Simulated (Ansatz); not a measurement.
Here is the system:

PbS:
```cif
data_PbS
_chemical_formula_sum 'S1 Pb1'
_space_group_name_H-M_alt 'P 1'
_space_group_IT_number 1
_cell_length_a 4.70067
_cell_length_b 4.70067
_cell_length_c 4.70067
_cell_angle_alpha 60.000
_cell_angle_beta 60.000
_cell_angle_gamma 60.000
loop_
_space_group_symop_operation_xyz
  'x, y, z'
loop_
_atom_site_label
_atom_site_type_symbol
_atom_site_fract_x
_atom_site_fract_y
_atom_site_fract_z
_atom_site_occupancy
S1 S 0.25000 0.25000 0.25000 1
Pb1 Pb 0.00000 0.00000 0.00000 1
```

This is the PBE-relaxed structure.

Task: All from PBE in the plane-wave PAW code Ansatz, unless another level is named. Predict the formation energy from the elements (no fitted shifts).

Result: -0.37 eV/atom.

Task: Next, the hole effective mass?

Result: 0.62, 0.62, 0.80 mₑ (principal values).

Task: Predict the smallest direct gap on the standard path.

Result: 1.29 eV.

Task: Next, the valence-band maximum?

Result: at W.

Space group F-43m (zinc blende). The start of the workflow was typed in or built on a structure type; neither database checked (COD, Materials Project) lists it. It is not the phase usual at ambient conditions (space group No. 225). The PBE relaxation kept the symmetry of its start; its stability against distortions is not shown here. The references are the lowest solids computed at this level, not always the standard phases. Scalar-relativistic: spin–orbit coupling is off unless named, which matters more the heavier the elements.

Potentials: the later of the program's two PAW sets.
